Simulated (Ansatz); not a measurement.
# Ti: two-dimensional strain map

Method: DFT PBEsol, scalar-relativistic, plane waves, PAW (Ansatz 0.2.0). Settings: plane waves to 420 eV, k-mesh 20×20×20 (Γ-centred), Gaussian smearing 0.15 eV. No spin polarisation. Energies are free energies at this smearing, counted from the undisturbed cell; pressure is positive in compression.

Reference structure (as given, not relaxed at this level; it stands at -0.3 GPa; this fcc form isn't the usual structure):

```xyz
1
Lattice="0.0000 2.0300 2.0300 2.0300 0.0000 2.0300 2.0300 2.0300 0.0000" Properties=species:S:1:pos:R:3 pbc="T T T"
Ti    0.0000    0.0000    0.0000
```

The cell is strained by p along both x and y and by q along z, fractional coordinates fixed. Points are written (p, q).

Energy above the undisturbed cell in meV/atom (a dash: not computed):

```csv
p \ q,-0.050,-0.025,0.000,0.025,0.050
-0.050,146.0,99.8,65.2,41.0,26.1
-0.025,62.3,33.2,?,6.2,6.3
0.000,17.4,3.9,0.0,?,18.2
0.025,6.6,?,16.4,?,58.3
0.050,25.2,38.7,59.8,88.1,122.8
```

Q: Fill in the withheld energies.

A: (-0.025, 0.000): 14.8; (0.000, 0.025): 5.1; (0.025, -0.025): 7.1; (0.025, 0.025): 33.7.